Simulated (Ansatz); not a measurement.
A relaxed structure of ZnCu2SnSe4. Calculation: PBEsol (plane waves to 420 eV, PAW, scalar-relativistic; Ansatz, a quantum-chemistry and plane-wave program).

```cif
data_Cu2Se4SnZn
_chemical_formula_sum 'Cu2 Zn1 Se4 Sn1'
_space_group_name_H-M_alt 'P 1'
_space_group_IT_number 1
_cell_length_a 6.92682
_cell_length_b 6.92682
_cell_length_c 6.92682
_cell_angle_alpha 131.755
_cell_angle_beta 131.755
_cell_angle_gamma 70.616
loop_
_space_group_symop_operation_xyz
  'x, y, z'
loop_
_atom_site_label
_atom_site_type_symbol
_atom_site_fract_x
_atom_site_fract_y
_atom_site_fract_z
_atom_site_occupancy
Cu1 Cu 0.25000 0.75000 0.50000 1
Cu2 Cu 0.75000 0.25000 0.50000 1
Zn1 Zn 0.00000 0.00000 0.00000 1
Se1 Se 0.37557 0.89684 0.00000 1
Se2 Se 0.10316 0.10316 0.47873 1
Se3 Se 0.62443 0.62443 0.52127 1
Se4 Se 0.89684 0.37557 0.00000 1
Sn1 Sn 0.50000 0.50000 0.00000 1
```

Question: Determine the symmetry and give the standard cell with its independent sites.

Answer: Space group I-42m (No. 121); a = b = 5.662 Å, c = 11.305 Å, α = β = γ = 90.00°

| atom | site | symmetry | x | y | z |
|---|---|---|---|---|---|
| Cu | 4d | -4.. | 0.0000 | 0.5000 | 0.2500 |
| Zn | 2a | -42m | 0.0000 | 0.0000 | 0.0000 |
| Se | 8i | ..m | 0.2606 | 0.2606 | 0.3638 |
| Sn | 2b | -42m | 0.0000 | 0.0000 | 0.5000 |

This is the AFLOW prototype A2BC4D_tI16_121_d_a_i_b (H2_6, as in FeCu2SnS4).

Question: Give the shortest distances between elements (the closest pairs, up to four, under 3.6 Å).

Answer: Cu–Se 2.38 Å; Se–Zn 2.46 Å; Se–Sn 2.59 Å.

The volume per atom comes out as 22.65 Å³. The band gap is no gap on the sampled points, where the bands overlap only slightly; such a result is sensitive to mesh and level.

No spin polarisation in the result.

The run could not lose the symmetry of its start.

The first start was generated by placing the elements on the sites of a structure type. A measured structure of ZnCu2SnSe4 has the same space group, I-42m (No. 121); the sites were not compared with it. Another known form has space group No. 82.
